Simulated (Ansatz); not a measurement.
CuO in space group I4/mmm (No. 139; Cu on 2a, O on 2b), r²SCAN in the plane-wave PAW code Ansatz, all energies at zero smearing, with the estimated change up to a 700 eV cutoff added, with one set of potentials and settings (totals compare only within such a set). Cell of 2 atoms (1 Cu, 1 O): -7198.416 eV.

| element | reference phase | E (eV/atom) |
|---|---|---|
| Cu | Fm-3m, 1 atoms in the cell | -6631.2549 |
| O | C2/m, 4 atoms in the cell, spin-polarised | -566.0346 |

Formation energy per atom, worked out: (-7198.416 − 1×(-6631.2549) − 1×(-566.0346))/2 = -0.563 eV/atom (-54 kJ per mol of atoms), at 0 K, without zero-point energy or fitted corrections.

The start of the workflow was typed in or built on a structure type; neither database checked (COD, Materials Project) lists it. It is not the phase usual at ambient conditions (space group No. 15). Symmetry was held in the r²SCAN relaxation; its stability against distortions is not shown here. Magnetic state: ferromagnetic, the only order run, not a proven ground state. The cell computed holds one magnetic atom, so no antiferromagnetic order was within reach. No Hubbard U is applied. The references are the lowest solids computed at this level, not always the standard phases (solids in place of the gases).

Potentials: the earlier of the program's two PAW sets.
